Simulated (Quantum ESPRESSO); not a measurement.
Simulation results for Si$_{2}$BPC$_{4}$ (made-up cell)

Calculation on a made-up crystal cell, not a measurement, with one named mistake planted (healthy values lack it): periodic Kohn-Sham density functional theory in plane waves with PseudoDojo standard norm-conserving scalar-relativistic pseudopotentials, each functional with its own files (v0.5 for PBE, v0.4.1 for LDA and PBEsol), no spin polarisation, no spin-orbit coupling, atoms not relaxed, stress positive in tension, energies less a fixed whole-eV offset for each atom's element; levels are Kohn-Sham levels at fractions of this cell's reciprocal vectors, counted from the reference band (half the neutral cell's valence electrons, rounded up) at Gamma; error bars cover cutoff and k-mesh only, not smearing or the files; a charged cell sits in a uniform background, with energy and stress on this program's zero of potential; each bar is the largest change over components, and at least 0.002 eV, 0.002 eV per angstrom or 0.02 GPa; energies are for the whole cell, and the offsets were chosen from early runs and are not element reference energies; a distance is the largest change of any value in units of its error bar, a scale change is of lengths, and a coarse mesh keeps the half-step shift. Program: Quantum ESPRESSO 7.5.

### Si$_{2}$BPC$_{4}$ (made-up cell)

Intended structure:
```
Si2BPC4
1.0
      3.0604    -0.0312    -0.0105
     -0.0541     5.2045     0.0304
     -0.0172     0.0287     4.8868
Si B P C
2 1 1 4
Direct
  0.01128 0.01987 -0.01545
  0.48149 0.48762 -0.00744
  0.47108 0.16724 0.52662
  0.03604 0.64766 0.49752
  0.00025 -0.01903 0.37143
  0.52551 0.51502 0.38984
  0.47325 0.18055 0.87095
  0.02285 0.63532 0.86996
```

| Quantity | Value |
| --- | --- |
| lattice type | wurtzite |
| intended functional | pbe |
| intended cutoff | 1116 eV |
| intended fermi dirac smearing | 0.025 eV |
| intended scf tolerance | 1e-07 eV |
| intended electrons removed | 0 |
| healthy free energy less offsets | -2.176 eV |
| healthy smearing term minus ts | 0 eV |
| healthy scf iterations | 12 |
| healthy pressure | 0.25 GPa |
| healthy stress xx | -1.79 GPa |
| healthy stress yy | -1.45 GPa |
| healthy stress zz | 2.48 GPa |
| healthy stress yz | 0.58 GPa |
| healthy stress xz | 0.08 GPa |
| healthy stress xy | -2.48 GPa |
| fault kind | atoms exchanged |
| fault first exchanged site | 2 |
| fault second exchanged site | 8 |
| intended k mesh | 6 x 4 x 4, shifted by half a step |
| structure shown | as intended, without the mistake |
| faulty free energy less offsets | 3.03 eV |
| faulty smearing term minus ts | -5.7e-06 eV |
| faulty scf iterations | 12 |
| faulty pressure | 18.33 GPa |
| faulty stress xx | -7.041 GPa |
| faulty stress yy | -7.673 GPa |
| faulty stress zz | -40.28 GPa |
| faulty stress yz | 3.429 GPa |
| faulty stress xz | 1.846 GPa |
| faulty stress xy | -0.9949 GPa |
| other mistakes run | 7 |
| distance from healthy | 2603 error bars |
| distance from nearest other mistake | 1716 error bars |
| healthy error bar energy | 0.002 eV |
| healthy error bar stress | 0.18 GPa |
| healthy error bar force | 0.0151 eV/Å |

Atoms:
```csv
atoms element,atom site,atom energy offset (eV)
Si,1,-115
Si,2,-115
B,3,-79
P,4,-189
C,5,-163
C,6,-163
C,7,-163
C,8,-163
```

Healthy forces:
```csv
site,x (eV/Å),y (eV/Å),z (eV/Å)
1,-2.958,-3.154,1.689
2,3.393,1.629,2.341
3,0.233,-1.136,-1.67
4,-1.008,3.476,1.041
5,0.575,2.152,2.326
6,-0.331,-3.985,-1.511
7,3.053,-2.796,-2.828
8,-2.958,3.814,-1.389
```

Faulty forces:
```csv
site,x (eV/Å),y (eV/Å),z (eV/Å)
1,-3.287,2.15,2.975
2,3.628,-3.287,2.342
3,0.2014,-0.7607,-1.688
4,-0.5981,3.499,-12.15
5,0.6267,2.317,2.353
6,-0.2846,-4.924,-3.328
7,3.179,2.766,-0.9413
8,-3.466,-1.76,10.44
```
